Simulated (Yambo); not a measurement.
Consider the following.

```
AlN
1.0
    3.08219     0.00000     0.00000
   -1.54110     2.66926     0.00000
    0.00000     0.00000     4.93341
N Al
2 2
Direct
  0.66667   0.33333   0.88098
  0.33333   0.66667   0.38098
  0.66667   0.33333   0.49902
  0.33333   0.66667   0.99902
```

Workflow: LDA (Quantum ESPRESSO, PseudoDojo norm-conserving, 84 Ry, without SOC), then G0W0 in Yambo (6×6×4 Γ-centred k mesh, 77 bands and a 8 Ry block in the screening, 77 bands in G with the Bruneval-Gonze terminator, plasmon pole fitted at 27.2 eV).

Problem. Give the LDA and G0W0 gaps between the band edges found on this mesh, and say where the edges lie.

Solution. Edges: Γ → Γ. LDA: 4.49 eV; G0W0: 6.05 eV. Nearest settings tried, and what they do to the gap: 59 bands in W, 59 bands in G: -7 meV; 6 Ry block (73 vectors against 111): -141 meV; 6×6×2 mesh: +6 meV. So the settings aren't converged at that level. 

Geometry relaxed with LDA.
